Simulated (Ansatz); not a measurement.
BN (h-BN type, space group P6_3/mmc)

```
BN
1.0
    2.49985     0.00000     0.00000
   -1.24992     2.16493     0.00000
    0.00000     0.00000     6.41293
B N
2 2
Cartesian
  0.00000   1.44329   1.60323
  1.24992   0.72164   4.80970
  0.00000   1.44329   4.80970
  1.24992   0.72164   1.60323
```

The volume is varied about the relaxed value V₀ at fixed cell shape. Symmetry pins the atoms to their sites.

The numbers are results of PBEsol-D3(BJ) (plane waves to 420 eV, PAW, scalar-relativistic; Ansatz, a quantum-chemistry and plane-wave program), not measurements. k mesh 15×15×5 (Γ-centred), Fermi-Dirac smearing 0.05 eV. Compression counts positive. BN was relaxed with its symmetry unable to fall. The PAW data are Ansatz's earlier set.

At one point of the scan the stress tensor (GPa) is:

```
  -30.2      0.0      0.0
    0.0    -30.2      0.0
    0.0      0.0     -0.9
```

Which point is it?
(A) V/V₀ = 1.080
(B) V/V₀ = 1.060
(C) V/V₀ = 1.040
(D) V/V₀ = 1.100

D, V/V₀ = 1.100

(A scan under strain: stresses follow from slopes of the energy per volume, elastic moduli from its curvatures.)
